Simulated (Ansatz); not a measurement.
ZrSiRu:
```xyz
9
Lattice="6.6806 0.0000 0.0000 -3.3403 5.7855 0.0000 0.0000 0.0000 3.6946" Properties=species:S:1:pos:R:3 pbc="T T T"
Ru     1.6291     0.0000     0.0000
Ru     2.5257     4.3747     0.0000
Ru    -0.8145     1.4108     0.0000
Zr     3.9065     0.0000     1.8473
Zr     1.3870     2.4024     1.8473
Zr    -1.9533     3.3831     1.8473
Si     0.0000     0.0000     1.8473
Si     0.0000     3.8570     0.0000
Si     3.3403     1.9285     0.0000
```

Relaxed with r²SCAN. Special points in fractions of this cell's reciprocal vectors: Γ (0.000, 0.000, 0.000); M (0.500, 0.000, 0.000); K (0.333, 0.333, 0.000); A (0.000, 0.000, 0.500); L (0.500, 0.000, 0.500); H (0.333, 0.333, 0.500).

### Question
List the band energies nearest the Fermi level at these points for plane-wave PAW r²SCAN with spin–orbit coupling (Ansatz code).

### Answer
In eV from the Fermi level; about four levels below and three above (degenerate sets whole), none deeper than 8.9 eV; points with the same levels are listed once.

| k | below | above |
|---|---|---|
| Γ | -1.66 -1.66 -1.66 -1.66 -0.25 -0.25 | 0.12 0.12 0.24 0.24 |
| M | -0.90 -0.90 -0.23 -0.23 | 0.08 0.08 0.59 0.59 |
| K | -0.33 -0.33 -0.30 -0.30 | 0.29 0.29 0.70 0.70 |
| A | -0.48 -0.48 -0.46 -0.46 | 0.74 0.74 1.48 1.48 |
| L | -0.67 -0.67 -0.61 -0.61 | 0.72 0.72 1.76 1.76 |
| H | -0.64 -0.64 -0.64 -0.64 | 0.64 0.64 2.10 2.10 |

Space group P-62m. The workflow started from an entry of the Crystallography Open Database (COD). Whether it is the stable phase at ambient conditions was not checked. Symmetry was held in the r²SCAN relaxation; its stability against distortions is not shown here. The run is not spin-polarised.

Potentials: the later of the program's two PAW sets.
